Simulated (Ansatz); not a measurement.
CuI:
```xyz
2
Lattice="0.0000 3.0114 3.0114 3.0114 0.0000 3.0114 3.0114 3.0114 0.0000" Properties=species:S:1:pos:R:3 pbc="T T T"
I      4.5172     4.5172     4.5172
Cu     0.0000     0.0000     0.0000
```

Cartesian axes are those of the cell as given.

Question: Give the proper piezoelectric stress tensor with relaxed ions from DFT-r²SCAN in the program Ansatz with PAW potentials.

Answer: In C/m², rows x, y, z, Voigt columns; mesh uncertainty up to 0.00.
```
 0.00   0.00   0.00  -0.08   0.00   0.00
 0.00   0.00   0.00   0.00  -0.08   0.00
 0.00   0.00   0.00   0.00   0.00  -0.08
```

The elastic tensor of the same run (GPa):

|  | 1 | 2 | 3 | 4 | 5 | 6 |
|---|---|---|---|---|---|---|
| 1 | 55.9 | 37.7 | 37.7 | 0.0 | 0.0 | 0.0 |
| 2 | 37.7 | 55.9 | 37.7 | 0.0 | 0.0 | 0.0 |
| 3 | 37.7 | 37.7 | 55.9 | 0.0 | 0.0 | 0.0 |
| 4 | 0.0 | 0.0 | 0.0 | 22.8 | 0.0 | 0.0 |
| 5 | 0.0 | 0.0 | 0.0 | 0.0 | 22.8 | 0.0 |
| 6 | 0.0 | 0.0 | 0.0 | 0.0 | 0.0 | 22.8 |

Question: Convert to strain constants d = e·S.

Answer: In pC/N:
```
 0.0   0.0   0.0  -3.5   0.0   0.0
 0.0   0.0   0.0   0.0  -3.5   0.0
 0.0   0.0   0.0   0.0   0.0  -3.5
```

Space group F-43m (zinc blende). The r²SCAN relaxation kept the symmetry of its start; phonons on a q-mesh show no instability. No spin polarisation was allowed. Spin–orbit coupling is left out wherever it is not named.

Potentials: the later of the program's two PAW sets.
